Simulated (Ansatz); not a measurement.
A single-point calculation of SnSe2 as a 1T monolayer with Ansatz 0.2.0, at the level r2SCAN. The cell was relaxed with r2SCAN and then strained (in-plane biaxial +2.5 %), with the atoms relaxed again with r2SCAN; k points keep the names of the unstrained zone.

The input:
```yaml
crystal:
  lattice:
    - [3.9310722974, 0.0, 0.0]
    - [-1.9655361487, 3.4044084736, 0.0]
    - [0.0, 0.0, 30.0650267632]
  atoms:
    - { symbol: Sn, position: [0.0, 0.0, 0.2993511388] }
    - { symbol: Se, position: [0.3333333333, 0.6666666667, 0.3506577652] }
    - { symbol: Se, position: [0.6666666667, 0.3333333333, 0.2480445125] }
  periodic: [true, true, false]
kpoints:
  mp_grid: { grid: [12, 12, 1] }
  band_path:
    path:
      - [0.0, 0.0, 0.0]
      - [0.5, 0.0, 0.0]
      - [0.3333333333, 0.3333333333, 0.0]
      - [0.0, 0.15625, 0.0]
      - [0.0, 0.5, 0.0]
    npoints: 1
hamiltonian:
  xc: r2scan
scf:
  occupations: { method: fixed }
  n_extra_bands: 4
output:
  forces: true
  stress: true
  eigenvalues: true
```

Command: `ansatz run input.yaml --threads 4 --pin off --max-ram 5529MiB --backend cpu --events-out ev --progress --plain --runs-dir out`.

**Question.** It took 8.4 s on 4 threads of Intel(R) Xeon(R) 6975P-C (Granite Rapids), on a shared host. What peak of host memory did it reach?

**Answer.** About 1.6 GiB.

Output, abridged:
```
Functional definition: r2SCAN
Crystal: 3 atoms, lattice volume = 402.360 Å³
Basis set: ecut = 500 eV, 10147 PW (Γ)
Bands: 27, of which v1, the nominal top of the filled ones, is band 23 counted from 1 (22 counted from 0)
Symmetry: 12 space group operations
Space group: P-3m1 (ITA 164)
k-points: 19 of 144
SCF converged after 7 iterations
Free energy (F): -16996.079121 eV
Fermi energy:    -6.573205 eV
--- 2D stress c σ (N/m, compression-positive) ---
       -1.876010       0.000000       0.000000
        0.000000      -1.876010       0.000000
        0.000000       0.000000       0.000000
  P = ½ c Tr σ = -1.8760 N/m
--- Band table (eV; the first three rows and the last of 19) ---
  k-point 0: bands = […, -11.7741, -7.2550, -7.1133, -7.1133, -6.7079, -6.7079, -4.7690, -3.1274, -1.6405, -1.6405]
  k-point 1: bands = […, -11.8104, -7.7016, -7.3529, -7.2267, -6.9971, -6.6165, -4.4144, -2.7206, -1.7094, -1.4742]
  k-point 2: bands = […, -11.9603, -8.6746, -7.7768, -7.6485, -7.1521, -6.5732, -4.1213, -2.2875, -1.1876, -1.0621]
  k-point 18: bands = […, -13.6101, -10.0002, -10.0002, -9.5838, -7.1143, -7.1143, -4.2204, -0.4086, -0.4086, 0.6048]
```

The rows of the band table are 0: (0, 0, 0) = Γ, 1: (0, 0.083, 0), 2: (0, 1/6, 0), 18: (1/3, 1/3, 0) = K.

The file bands.tsv (bands near the Fermi energy, numbered from 0, rounded):
```tsv
# k_distance	band_18	band_19	band_20	band_21	band_22	band_23	band_24	band_25	band_26
# fermi_ev = -6.573205
# [0, 0, 0] at k_distance = 0.000000
# [0.5, 0, 0] at k_distance = 0.922801
# [0.3333333333, 0.3333333333, 0] at k_distance = 1.455581
# [0, 0.15625, 0] at k_distance = 2.284044
# [0, 0.5, 0] at k_distance = 2.918469
# levels_relative_to = fermi_ev
0.000	-0.682	-0.540	-0.540	-0.135	-0.135	1.804	3.446	4.933	4.933
0.923	-4.107	-2.258	-1.955	-0.416	-0.239	1.208	4.673	6.406	6.422
1.456	-3.427	-3.427	-3.011	-0.541	-0.541	2.353	6.165	6.165	7.178
2.284	-1.982	-1.149	-0.992	-0.590	0.001	2.450	4.247	5.277	5.453
2.918	-4.107	-2.258	-1.955	-0.416	-0.239	1.208	4.673	6.406	6.422
```
In order the rows are Γ, M, K, Γ–M (0.31), M.

r2SCAN gives an indirect gap of 1.21 eV, from Γ–M (0.31 of the way from Γ) to M; the least direct gap is 1.45 eV at M. Edges are sought over the mesh and the listed points. At this geometry r2SCAN finds -1.88 N/m, compression counted positive: its own equilibrium area is smaller.

No spin polarisation. The prototype was imposed, so other structures may be more stable.

Spin-orbit coupling is left out, which matters wherever the heavy atoms make up the band edges.
